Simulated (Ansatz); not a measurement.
Ge:
```
Ge
1.0
    5.94947     0.00000     0.00000
    0.00000     5.94947     0.00000
    0.00000     0.00000     7.08022
Ge
12
Direct
  0.08416   0.08416   0.00000
  0.41584   0.58416   0.75000
  0.91584   0.91584   0.50000
  0.58416   0.41584   0.25000
  0.16936   0.37273   0.24440
  0.12727   0.66936   0.99440
  0.83064   0.62727   0.74440
  0.87273   0.33064   0.49440
  0.66936   0.12727   0.00560
  0.62727   0.83064   0.25560
  0.33064   0.87273   0.50560
  0.37273   0.16936   0.75560
```

x, y and z are the axes in which the lattice vectors are written.

### Question
Give the proper piezoelectric stress tensor with relaxed ions from r²SCAN in the plane-wave PAW code Ansatz.

### Answer
In C/m², rows x, y, z, Voigt columns; mesh uncertainty up to 0.01.
```
 0.00   0.00   0.00  -0.20   0.00   0.00
 0.00   0.00   0.00   0.00   0.20   0.00
 0.00   0.00   0.00   0.00   0.00   0.00
```

The elastic tensor of the same run (GPa):

|  | 1 | 2 | 3 | 4 | 5 | 6 |
|---|---|---|---|---|---|---|
| 1 | 169 | 18.8 | 28.0 | 0.0 | 0.0 | 0.0 |
| 2 | 18.8 | 169 | 28.0 | 0.0 | 0.0 | 0.0 |
| 3 | 28.0 | 28.0 | 96.2 | 0.0 | 0.0 | 0.0 |
| 4 | 0.0 | 0.0 | 0.0 | 57.1 | 0.0 | 0.0 |
| 5 | 0.0 | 0.0 | 0.0 | 0.0 | 57.1 | 0.0 |
| 6 | 0.0 | 0.0 | 0.0 | 0.0 | 0.0 | 46.9 |

### Question
Convert to strain constants d = e·S.

### Answer
In pC/N:
```
 0.0   0.0   0.0  -3.4   0.0   0.0
 0.0   0.0   0.0   0.0   3.4   0.0
 0.0   0.0   0.0   0.0   0.0   0.0
```

Space group P4_32_12. The first step of the workflow began from a Materials Project structure, measured or hypothetical; the Crystallography Open Database files this formula in space group No. 96, but the cells were not matched. It is not the phase usual at ambient conditions (space group No. 227). The r²SCAN relaxation kept the symmetry of its start; whether a distortion lowers the energy is not shown. Signs of piezoelectric constants follow the polarity of the cell as given.

Potentials: the earlier of the program's two PAW sets.
